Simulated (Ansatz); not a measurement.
**Relaxing a structure of Al$_{2}$Au**

The start is a generated trial cell of Al2Au in the AFLOW prototype A2B_tI12_141_e_a (C5, as in TiO2). The structure is fully relaxed (lattice and positions, P = 0) with PBEsol (plane waves to 420 eV, PAW, scalar-relativistic; Ansatz, a program for electronic structure). The first steps use a coarse 11×11×11 k-mesh.

Input geometry:
```yaml
crystal:
  lattice:
    - [-2.14940, 2.14940, 5.40275]
    - [2.14940, -2.14940, 5.40275]
    - [2.14940, 2.14940, -5.40275]
  atoms:
    - { symbol: Al, position: [0.33306, 0.33306, 0.00000] }
    - { symbol: Al, position: [0.41694, 0.91694, 0.50000] }
    - { symbol: Al, position: [0.66694, 0.66694, 0.00000] }
    - { symbol: Al, position: [0.08306, 0.58306, 0.50000] }
    - { symbol: Au, position: [0.75000, 0.25000, 0.50000] }
    - { symbol: Au, position: [0.00000, 0.00000, 0.00000] }
```

### Question
What pressure does the first self-consistent step give?

### Answer
+30.6 GPa (positive: the cell is compressed).

### Question
Which atoms feel the largest initial force, and how large is it?

### Answer
0.25 eV/Å, on Al1, Al2, Al3, Al4 (atoms numbered as listed).

### Question
By how much does the energy per atom fall from start to end?

### Answer
0.65 eV/atom.

### Question
How does the volume per atom move from start to end?

### Answer
+8.6 %, from 16.64 to 18.08 Å³/atom.

### Question
How do the shortest distances between atoms change?

### Answer
The closest pairs of elements (up to four, under 3.6 Å), start → end: Al–Au 2.33 → 2.62 Å; Al–Al 2.33 → 2.72 Å; Au–Au 3.45 → 3.29 Å.

### Question
What band gap does the relaxed structure have at this level?

### Answer
No gap (metallic).

### Question
Give the final cell and atomic positions.

### Answer

Space group I4₁/amd, origin choice 1 (No. 141); a = b = 5.175 Å, c = 8.102 Å, α = β = γ = 90.00°

| atom | site | symmetry | x | y | z |
|---|---|---|---|---|---|
| Al | 8e | 2mm. | 0.0000 | 0.0000 | 0.3236 |
| Au | 4a | -4m2 | 0.0000 | 0.0000 | 0.0000 |
(The calculation used a cell of 6 atoms; values per cell refer to that cell.)

The space group stays I4₁/amd (No. 141) (the run could not lower it), with 6 atoms in the primitive cell. Final values are on a 13×13×13 k-mesh of the relaxed cell. No spin polarisation in the result.

The run could not lose the symmetry of its start: the end is stationary, and may be a saddle point rather than a minimum.

The relaxed structure here is a generated cell of Al2Au: the first start was made by placing the elements on the sites of a structure type, and the end was not matched to a known phase here, so it may be hypothetical.
